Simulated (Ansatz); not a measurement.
TiAl (CsCl type, Pm-3m), a = 3.1243 Å, b = 3.1243 Å, c = 3.1243 Å, α = 90.00°, β = 90.00°, γ = 90.00°.

Relaxed with LDA.

Problem. Which orbitals make up the states near the Fermi level in plane-wave PAW LDA (Ansatz code)?

Solution. Within 0.5 eV of the Fermi level: Ti 3d 83 %, Al 3p 10 %. Projections are on Löwdin-orthogonalised atomic valence shells; empty p or d shells of many metals are not among them.

Problem. Tabulate the density of states.

Solution. States/eV per cell of 2 atoms, in 0.25 eV bins, energy from the Fermi level.

| E (eV) | total | Ti 3d | Al 3p | Al 3s |
|---|---|---|---|---|
| -7.85 | 0.27 | 0.01 | 0.07 | 0.10 |
| -7.60 | 0.30 | 0.01 | 0.08 | 0.11 |
| -7.35 | 0.33 | 0.01 | 0.09 | 0.12 |
| -7.10 | 0.37 | 0.02 | 0.11 | 0.14 |
| -6.85 | 0.41 | 0.03 | 0.12 | 0.16 |
| -6.60 | 0.46 | 0.04 | 0.13 | 0.19 |
| -6.35 | 0.53 | 0.05 | 0.15 | 0.24 |
| -6.10 | 0.66 | 0.08 | 0.17 | 0.33 |
| -5.85 | 0.71 | 0.12 | 0.18 | 0.34 |
| -5.60 | 0.71 | 0.17 | 0.18 | 0.31 |
| -5.35 | 0.72 | 0.24 | 0.15 | 0.30 |
| -5.10 | 0.63 | 0.23 | 0.14 | 0.22 |
| -4.85 | 0.47 | 0.16 | 0.15 | 0.13 |
| -4.60 | 0.43 | 0.13 | 0.16 | 0.09 |
| -4.35 | 0.42 | 0.12 | 0.18 | 0.07 |
| -4.10 | 0.44 | 0.12 | 0.20 | 0.06 |
| -3.85 | 0.48 | 0.13 | 0.23 | 0.06 |
| -3.60 | 0.54 | 0.14 | 0.28 | 0.06 |
| -3.35 | 0.64 | 0.17 | 0.33 | 0.06 |
| -3.10 | 1.23 | 0.47 | 0.61 | 0.06 |
| -2.85 | 1.84 | 0.74 | 0.90 | 0.07 |
| -2.60 | 1.38 | 0.60 | 0.65 | 0.06 |
| -2.35 | 1.14 | 0.52 | 0.53 | 0.05 |
| -2.10 | 1.30 | 0.57 | 0.65 | 0.04 |
| -1.85 | 1.57 | 0.74 | 0.76 | 0.02 |
| -1.60 | 1.59 | 0.99 | 0.53 | 0.01 |
| -1.35 | 1.48 | 1.07 | 0.35 | 0.01 |
| -1.10 | 1.01 | 0.75 | 0.21 | 0.00 |
| -0.85 | 0.84 | 0.66 | 0.13 | 0.00 |
| -0.60 | 0.84 | 0.70 | 0.08 | 0.00 |
| -0.35 | 1.32 | 1.11 | 0.10 | 0.00 |
| -0.10 | 2.28 | 1.94 | 0.16 | 0.01 |
| 0.15 | 2.24 | 1.86 | 0.20 | 0.02 |
| 0.40 | 3.14 | 2.56 | 0.40 | 0.02 |
| 0.65 | 3.43 | 2.87 | 0.37 | 0.01 |
| 0.90 | 3.64 | 3.16 | 0.26 | 0.01 |
| 1.15 | 2.61 | 2.20 | 0.22 | 0.03 |
| 1.40 | 1.86 | 1.53 | 0.16 | 0.04 |
| 1.65 | 1.50 | 1.26 | 0.11 | 0.02 |
| 1.90 | 1.05 | 0.85 | 0.07 | 0.05 |
| 2.15 | 0.23 | 0.12 | 0.03 | 0.03 |
| 2.40 | 0.19 | 0.06 | 0.02 | 0.05 |
| 2.65 | 0.16 | 0.04 | 0.02 | 0.06 |
| 2.90 | 0.67 | 0.52 | 0.05 | 0.08 |
| 3.15 | 3.76 | 2.91 | 0.59 | 0.16 |
| 3.40 | 1.89 | 1.22 | 0.42 | 0.16 |
| 3.65 | 1.05 | 0.54 | 0.32 | 0.13 |
| 3.90 | 0.74 | 0.31 | 0.25 | 0.13 |
| 4.15 | 0.57 | 0.19 | 0.20 | 0.13 |
| 4.40 | 0.45 | 0.13 | 0.12 | 0.14 |
| 4.65 | 0.71 | 0.20 | 0.16 | 0.26 |

The workflow started from a Materials Project entry (that database holds measured and hypothetical structures alike); the Crystallography Open Database copy checked does not list it. It is not the phase usual at ambient conditions (space group No. 123). The cell was relaxed with LDA under the symmetry of its start. At this level the phase is mechanically unstable. The run is not spin-polarised.

Potentials: the earlier of the program's two PAW sets. The files were generated under PBE; for other functionals the program regenerates the frozen cores, and for LDA and PBEsol the local potential too.
